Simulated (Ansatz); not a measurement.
Pb:
```yaml
crystal:
  lattice:
    - [0.00000, 2.44083, 2.44083]
    - [2.44083, 0.00000, 2.44083]
    - [2.44083, 2.44083, 0.00000]
  atoms:
    - { symbol: Pb, position: [0.00000, 0.00000, 0.00000] }
```

Relaxed with LDA. Special points in fractions of this cell's reciprocal vectors: Γ (0.000, 0.000, 0.000); X (0.500, 0.000, 0.500); U (0.625, 0.250, 0.625); K (0.375, 0.375, 0.750); L (0.500, 0.500, 0.500); W (0.500, 0.250, 0.750).

Problem. List the band energies nearest the Fermi level at these points for DFT-LDA in the program Ansatz with PAW potentials.

Solution. In eV from the Fermi level; about four levels below and three above (degenerate sets whole), none deeper than 8.9 eV; … stands for higher levels left out; points with the same levels are listed once.

| k | below | above |
|---|---|---|
| Γ | – | 7.63 7.63 7.63 |
| X | -6.80 -3.48 | 2.01 2.01 … |
| U | -6.89 -2.45 -1.34 | 2.99 … |
| L | -8.29 -4.45 | 5.70 5.70 … |
| W | -6.69 -1.50 -1.50 | 0.21 … |

Space group Fm-3m (fcc (Cu type)). Symmetry was held in the LDA relaxation. Scalar-relativistic: spin–orbit coupling is off unless named, which matters more the heavier the elements.

Potentials: the earlier of the program's two PAW sets.
